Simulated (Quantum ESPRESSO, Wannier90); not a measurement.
## AlNi (CsCl type): Wannier90 run

```
begin unit_cell_cart
ang
    2.8597100000    0.0000000000    0.0000000000
    0.0000000000    2.8597100000    0.0000000000
    0.0000000000    0.0000000000    2.8597100000
end unit_cell_cart
begin atoms_frac
Al   0.5000000000  0.5000000000  0.5000000000
Ni   0.0000000000  0.0000000000  0.0000000000
end atoms_frac
```

Materials Project entry mp-1487; symmetrised, unrelaxed at this level. COD (Crystallography Open Database) has an entry of this formula and space group (matched by these alone). Method: PBEsol plane waves in Quantum ESPRESSO 7.5 (PseudoDojo norm-conserving files, 79 Ry, no spin polarisation, no spin-orbit coupling), Bloch states on a 10×10×10 mesh through Γ, Wannier90 4.0.1. Density: 14×14×14 mesh, cold smearing 0.01 Ry. A non-magnetic state is assumed; magnetic ones were not tried.

A tight-binding model is made by disentanglement and projection with no localisation steps (num_iter = 0), so the 13 orbitals stay atom-like: hydrogen-like Al: s;p; Ni: s;p;d, axes along x, y, z; frozen window up to 1.50 eV relative to the Fermi level. It follows pw.x to 2.7 meV rms for states up to 1.0 eV relative to the Fermi level. Matrix elements depend on this choice of orbitals and windows.

Q: What are the on-site energies relative to the Fermi level, and how fast do the hoppings decay?

A: 
| atom | orbitals | energy (eV) |
|---|---|---|
| Al1 | s | 3.27 |
| Al1 | pz px py | 8.48 |
| Ni2 | s | 3.96 |
| Ni2 | pz px py | 10.02 |
| Ni2 | dz2 dx2-y2 | -2.18 |
| Ni2 | dxz dyz dxy | -2.35 |

```tsv
distance of the centres (Å)	largest modulus (eV)
2–3	2.4
4–5	0.33
5–6	0.12
6–7	0.029
7–8	0.058
8–9	0.011
9–10	0.0049
10–11	0.0075
11–12	0.0056
12–13	0.0038
```
